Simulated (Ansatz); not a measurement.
# Kick test of a cell of Li2AlO2

It was reached by relaxing an invented guess, and it needn't be the stable form of this composition.

Level of theory: DFT PBE, scalar-relativistic, plane waves, PAW in Ansatz 0.2.0. Settings: cutoff 420 eV, Γ-centred mesh 12×12×4 on the computed 5-atom cell, Gaussian smearing of 0.10 eV; no spin polarisation.

The cell below (5 atoms, space group P-3m1 (No. 164)) is relaxed within its symmetry.

```yaml
crystal:
  lattice:
    - [2.83365, 0.00000, 0.00000]
    - [-1.41682, 2.45401, 0.00000]
    - [0.00000, 0.00000, 7.47102]
  atoms:
    - { symbol: Li, position: [0.66667, 0.33333, 0.32117] }
    - { symbol: Li, position: [0.33333, 0.66667, 0.67883] }
    - { symbol: Al, position: [0.00000, 0.00000, 0.00000] }
    - { symbol: O, position: [0.33333, 0.66667, 0.13748] }
    - { symbol: O, position: [0.66667, 0.33333, 0.86252] }
```

For the test a repeat of it with 10 atoms (edges 2.83, 2.83, 14.94 Å) was strained at random (σ = 1.5 % a component), the atoms were moved at random (σ = 0.10 Å), and all was relaxed again on a coarse 12×12×2 mesh (in the run’s order of axes) with 0.20 eV smearing, with no symmetry imposed.

An odd number of electrons in the primitive cell allows no gap without spin; a larger cell or a magnetic state could open one.

Task: What happens?

Result: It returns, within 1 meV/atom of the unmoved cell on that mesh and with the same symmetry when read at 0.1 Å (P-1 at 0.01 Å, so small strains and shifts remain). No instability shows in this cell; modes of other wave vectors, which need another repeat, aren't tested.
